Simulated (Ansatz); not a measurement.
Does relaxation matter for the field gradients of WI2O2?

Start: a structure deposited in the COD, atoms as given.

```xyz
5
Lattice="-1.8742 1.9525 8.3141 1.8742 -1.9525 8.3141 1.8742 1.9525 -8.3141" Properties=species:S:1:pos:R:3 pbc="T T T"
W     0.0000    0.0000    0.0000
I     0.0000    0.0000    2.6725
I     0.0000    0.0000   13.9558
O     0.0000    1.9525    0.0000
O     1.8742    0.0000    0.0000
```

Atoms are numbered from 1 in the order listed; like atoms form one site, named after its first atom.

Level of theory: DFT, PBE, plane waves and PAW, scalar-relativistic, 420 eV cutoff, Γ-centred 12×12×12 k-points, Fermi–Dirac smearing 0.05 eV (Ansatz 0.2.0).

The largest force at the start is 0.40 eV/Å. Relaxing the ions at fixed cell moves them by 0.036 Å at most (atom 3, I) and 0.023 Å rms. End positions:

```
CELL_PARAMETERS angstrom
-1.87420 1.95245 8.31415
1.87420 -1.95245 8.31415
1.87420 1.95245 -8.31415
ATOMIC_POSITIONS crystal
W 0.00000 0.00000 0.00000
I 0.16288 0.16288 0.00000
I 0.83712 0.83712 0.00000
O 0.50000 0.00000 0.50000
O 0.00000 0.50000 0.50000
```

```json
{"site": "W", "atom": "1", "moved (Å)": "0.000", "first shell before": "4 O at 1.87–1.95 Å, 2 I at 2.67 Å", "first shell after": "4 O at 1.87–1.95 Å, 2 I at 2.71 Å", "V_zz before (10²¹ V/m²)": "47.4", "η before": "0.81"}
{"site": "I", "atom": "2", "moved (Å)": "0.036", "first shell before": "1 W at 2.67 Å", "first shell after": "1 W at 2.71 Å", "V_zz before (10²¹ V/m²)": "24.0", "η before": "0.37"}
{"site": "O4", "atom": "4", "moved (Å)": "0.000", "first shell before": "2 W at 1.95 Å, angle 180°", "first shell after": "2 W at 1.95 Å, angle 180°", "V_zz before (10²¹ V/m²)": "-4.71", "η before": "0.13"}
{"site": "O5", "atom": "5", "moved (Å)": "0.000", "first shell before": "2 W at 1.87 Å, angle 180°", "first shell after": "2 W at 1.87 Å, angle 180°", "V_zz before (10²¹ V/m²)": "-2.92", "η before": "0.77"}
```

Q: What are V_zz and η after the relaxation?

A: 

| site | atom | V_zz after | η after | change of V_zz |
| --- | --- | --- | --- | --- |
| W | 1 | 51.1 | 0.76 | +3.73 |
| I | 2 | 26.2 | 0.36 | +2.22 |
| O4 | 4 | -4.84 | 0.06 | -0.13 |
| O5 | 5 | -3.03 | 0.83 | -0.11 |

The largest change of V_zz is on W, from 47.4 to 51.1. In per cent, |V_zz| changes by +8 on W, +9 on I, +3 to +4 on O (all sites that start above 2).

At this cell the principal stresses reach 6 GPa in size with PBE, which can matter for small gradients. The run finds no gap above 0.1 eV (a metal, or nearly one), so the gradients can move by 10 % or more with the k-mesh. Without spin–orbit coupling the gradients at and beside I and W can be off by some per cent, at some sites by more.
